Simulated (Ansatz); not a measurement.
Input file for Ansatz (an electronic-structure program):

Ansatz 0.2 input:
```yaml
crystal:
  lattice:
    - [5.0283912473, 0.0, 0.0]
    - [0.0, 3.7286507341, 0.0]
    - [0.0, 0.0, 7.0710186907]
  atoms:
    - { symbol: Si, position: [0.2866809739, 0.75, 0.6146956498] }
    - { symbol: Si, position: [0.7133190261, 0.25, 0.3853043502] }
    - { symbol: Si, position: [0.2133190261, 0.25, 0.1146956498] }
    - { symbol: Si, position: [0.7866809739, 0.75, 0.8853043502] }
    - { symbol: Ni, position: [0.959354998, 0.75, 0.2036608059] }
    - { symbol: Ni, position: [0.040645002, 0.25, 0.7963391941] }
    - { symbol: Ni, position: [0.540645002, 0.25, 0.7036608059] }
    - { symbol: Ni, position: [0.459354998, 0.75, 0.2963391941] }
    - { symbol: Ni, position: [0.8308571927, 0.75, 0.5602729045] }
    - { symbol: Ni, position: [0.1691428073, 0.25, 0.4397270955] }
    - { symbol: Ni, position: [0.6691428073, 0.25, 0.0602729045] }
    - { symbol: Ni, position: [0.3308571927, 0.75, 0.9397270955] }
kpoints:
  mp_grid: { grid: [8, 11, 6] }
basis: { xc_grid: 2, fft_grid_basis: typed }
hamiltonian:
  xc: pbe
  pseudopotentials: { kind: paw }
scf:
  occupations: { method: gaussian, width: 0.05 }
checkpoint: { read: metal.run }
output: { write_density: true, elf: true, volumetric_format: npy }
```

Output (shortened):

```
Pseudopotential: Si, paw, valence charge 4
Pseudopotential: Ni, paw, valence charge 18
Functional definition: PBE
Crystal: 12 atoms, lattice volume = 132.575 Å³
Basis set: ecut = 420 eV, 2615 PW (Γ), exchange–correlation on 72×50×96 points (8 copies of the dense FFT grid, shifted against one another)
Bands: 96, of which v1, the nominal top of the filled ones, is band 80 counted from 1 (79 counted from 0)
Symmetry: 8 space group operations
Space group: Pnma (ITA 62), of the structure as read, at distance tolerance 5.1e-5 Å
k-points: 120 of 528
Stability of the state it starts from, as read at its close in the unpolarized treatment …
iter 1 solved again at ethr=2.77e-7 eV; its pass at ethr=3.10e-3 eV (dr2=4.43e-4 eV) is discarded
SCF iter   1: F=—  HF=-49267.576806 eV  |F-HF|=—  |Δ(HF+E_count)|=         —  Δρ=5.91e-7  dr2=2.88e-10  ethr=2.77e-7  ⟨swp⟩=3.0  Hψ=71882  notcnv=0
preconditioner: auto → Kerker (q_TF=auto, 2.815 Å⁻¹)
SCF iter   2: F=—  HF=-49267.576792 eV  |F-HF|=—  |Δ(HF+E_count)|=   1.42e-5  Δρ=4.95e-7  dr2=1.77e-10  ethr=1.00e-12  ⟨swp⟩=7.5  Hψ=50686  notcnv=0
SCF iter   3: F=-49267.576792 eV  HF=-49267.576792 eV  |F-HF|=5.09e-11  |Δ(HF+E_count)|=  2.18e-11  Δρ=2.47e-7  dr2=4.64e-11  ethr=1.00e-12  ⟨swp⟩=1.0  Hψ=23543  notcnv=0
SCF 1 converged in 3 iterations: F = -49267.576792 eV  dr2 = 4.64e-11
SCF converged after 3 iterations
Free energy (F): -49267.576792 eV
Harris-Foulkes:  -49267.576792 eV  (|F-HF|=5.09e-11)
Internal energy: -49267.569148 eV  (E = F + TS)
E sigma→0 (E₀):  -49267.572970 eV
Entropy (-TS):   -0.007644 eV (-0.637 meV/atom)
Fermi energy:    16.977353 eV
--- Per-component energies (eV) ---
  E_band       = -2330.058534
  E_kinetic    = 2455.071202
  E_local      = -31871.386038  (includes V_loc(G=0)·N_el)
  E_nonlocal   = 5197.464543
  E_hartree    = 13606.534439
  E_xc         = -910.748351
  E_vxc        = -1077.725476  (∫ρ·V_xc dr)
  E_paw        = -15106.973830  (= ΣΔE_a)
  E_vpaw       = -4246.557158  (= ΣTr[D̂ρ^β])
  E_aug_tail   = 0.004181  (compensation charges beyond the density's cutoff)
  E_ewald      = -22637.535293
  E_smearing   = -0.007644  (= −TS)
  E_closure    =  0.000000  (closes the sum)
  Σ components = -49267.576792   (vs F -49267.576792, Δ=0.00e0)
  [band-id]    e_kinetic+e_local+e_nonlocal+2·e_hartree+e_vxc+e_vpaw+e_augmentation_tail = -2330.059869   (vs E_band -2330.058534, Δ=-1.34e-3)
--- Band table (eV; the first three rows and the last of 120) ---
  k-point 0: bands = ["-86.5767", "-86.5763", "-86.5719", "-86.5719", "-86.4207", "-86.4204", "-86.4145", "-86.4144", "-47.0493", "-47.0469", "-47.0449", "-47.0410", "-47.0071", "-46.9976", "-46.9808", "-46.9731", "-46.9497", "-46.9465", "-46.9223", …
  k-point 1: bands = ["-86.5767", "-86.5763", "-86.5719", "-86.5719", "-86.4207", "-86.4204", "-86.4145", "-86.4144", "-47.0492", "-47.0473", "-47.0443", "-47.0411", "-47.0066", "-46.9985", "-46.9800", "-46.9734", "-46.9495", "-46.9468", "-46.9221", …
  k-point 2: bands = ["-86.5766", "-86.5764", "-86.5719", "-86.5719", "-86.4206", "-86.4205", "-86.4145", "-86.4145", "-47.0490", "-47.0480", "-47.0433", "-47.0416", "-47.0052", "-47.0006", "-46.9782", "-46.9745", "-46.9490", "-46.9474", "-46.9217", …
  k-point 119: bands = ["-86.5744", "-86.5744", "-86.5738", "-86.5738", "-86.4176", "-86.4176", "-86.4176", "-86.4176", "-47.0465", "-47.0465", "-47.0454", "-47.0454", "-46.9938", "-46.9938", "-46.9915", "-46.9915", "-46.9407", "-46.9407", "-46.9397", …
```

Cost: around 70 core-seconds (rough) on shared cores.

Symmetry was held in the PBE relaxation. The run is not spin-polarised.

Potentials: the later of the program's two PAW sets.

Ansatz is a plane-wave DFT program.
